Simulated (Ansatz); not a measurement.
**LuSe: computed DOS**

```
CELL_PARAMETERS angstrom
0.00000 2.78800 2.78800
2.78800 0.00000 2.78800
2.78800 2.78800 0.00000
ATOMIC_POSITIONS crystal
Lu 0.00000 0.00000 0.00000
Se 0.50000 0.50000 0.50000
```

The conventional cell has a = 5.576 Å, b = 5.576 Å, c = 5.576 Å, α = 90.00°, β = 90.00°, γ = 90.00°. Lu (atom 1) has 6 Se at 2.79 Å as nearest neighbours. Se (atom 2) has 6 Lu at 2.79 Å as nearest neighbours.

The cell is COD entry 1538176, as deposited and not checked against the literature; nothing was relaxed.

No spin–orbit coupling, which matters for the heavy atoms here.

Computed with DFT, PBEsol, all-electron LAPW, scalar-relativistic in Ansatz 0.2.0.

The runs use a Γ-centred 9×9×9 k mesh, Fermi–Dirac smearing of 0.02 eV, basis error target 1 meV/atom, no spin polarisation.

States per eV and cell, averaged over 0.4 eV, from -7.8 to 0.0 eV, with energies (bin centres) from the Fermi level; empty bins are left out. The partial columns, the largest 4 alone, are projections on Löwdin-orthogonalised atomic shells (those that the program's projection atoms carry: the occupied ones and, for some elements, an empty d or f shell; other empty shells have no column), summed over atoms of an element. Weights on diffuse s and p shells depend on that basis and aren't pure angular character.

| E (eV) | total | Lu 4f | Se 4p | Lu 5d | Lu 6s |
| --- | --- | --- | --- | --- | --- |
| -7.7 | 0.14 | 0.00 | 0.08 | 0.04 | 0.02 |
| -7.3 | 0.72 | 0.03 | 0.41 | 0.16 | 0.10 |
| -6.9 | 1.75 | 0.21 | 0.96 | 0.30 | 0.22 |
| -6.5 | 2.23 | 0.95 | 0.90 | 0.18 | 0.16 |
| -6.1 | 34.24 | 32.73 | 1.17 | 0.23 | 0.05 |
| -5.7 | 0.87 | 0.34 | 0.36 | 0.11 | 0.03 |
| -5.3 | 2.56 | 0.23 | 1.66 | 0.57 | 0.03 |
| -4.9 | 3.84 | 0.23 | 2.56 | 0.97 | 0.02 |
| -4.5 | 2.08 | 0.13 | 1.48 | 0.42 | 0.01 |
| -4.1 | 1.06 | 0.06 | 0.79 | 0.19 | 0.00 |
| -3.7 | 0.37 | 0.02 | 0.29 | 0.06 | 0.00 |
| -3.3 | 0.13 | 0.01 | 0.11 | 0.01 | 0.00 |
| -2.1 | 0.07 | 0.00 | 0.00 | 0.07 | 0.00 |
| -1.7 | 0.21 | 0.00 | 0.02 | 0.19 | 0.00 |
| -1.3 | 0.34 | 0.00 | 0.04 | 0.28 | 0.00 |
| -0.9 | 0.48 | 0.00 | 0.05 | 0.39 | 0.01 |
| -0.5 | 0.67 | 0.00 | 0.06 | 0.55 | 0.02 |
| -0.1 | 0.94 | 0.00 | 0.08 | 0.74 | 0.05 |

Q: Which of the resolved shells contributes most within 0.3 eV of the Fermi level?

A: Lu 5d, with 78 % of all states there; Se 4p follows with 9 %.

Q: Where is the centre of the filled Lu 4f states between -14 eV and the top of the filled states?

A: -6.13 eV from the Fermi level.
